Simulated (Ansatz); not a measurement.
Level of theory: DFT PBE, scalar-relativistic, plane waves, PAW in Ansatz 0.2.0. Settings: cutoff 420 eV, Γ-centred meshes spaced at most about 0.3 Å⁻¹, and about 0.25 Å⁻¹ or finer for metals (2π included), Gaussian smearing. No spin polarisation in the final relaxations.

All energies are static (0 K, no zero-point motion).

Compare these two cells of AlAs5, each relaxed at this level.

A.

Space group F-43m (No. 216). a = 7.868 Å, b = 7.868 Å, c = 7.868 Å, α = 90.00°, β = 90.00°, γ = 90.00°
| atom | site | symmetry | x | y | z |
| --- | --- | --- | --- | --- | --- |
| Al | 4a | -43m | 0.0000 | 0.0000 | 0.0000 |
| As | 4c | -43m | 0.2500 | 0.2500 | 0.2500 |
| As | 16e | .3m | 0.6249 | 0.1249 | 0.1249 |

B.

Space group P-62m (No. 189). a = 5.167 Å, b = 5.167 Å, c = 5.085 Å, α = 90.00°, β = 90.00°, γ = 120.00°
```tsv
atom	site	symmetry	x	y	z
Al	1b	-62m	0.0000	0.0000	0.5000
As	3f	m2m	0.0000	0.2867	0.0000
As	2d	-6..	0.6667	0.3333	0.5000
```

Question: Which is lower in energy, and by how much?

Answer: B is lower, by 202 meV/atom. A has space group F-43m (No. 216), 20.3 Å³/atom and no gap on its mesh; B has Al and As ordered on hcp sites, space group P-62m (No. 189), 19.6 Å³/atom and no gap. Counting As atoms around Al (those within 1.25 times the shortest such distance or 1.15 times the sum of covalent radii; the shortest distance is added where it is long for a bond), A has Al 16 from 3.3 Å and B has Al 12 from 2.9 Å. B holds As–As units of three or more atoms (shortest 2.57 Å); in A the shortest As–As distance is 2.78 Å, near bonding range too. The denser one is the lower, and pressure would at first widen the difference. Even the lower one lies +0.33 eV/atom against the reference forms of the elements (uncorrected), so neither is stable at this level. Both come from invented guesses. A third cell relaxed alike, in I4/mmm, lies 79 meV/atom below the lower of the two.

Cells relaxed within their symmetry can be saddle points.
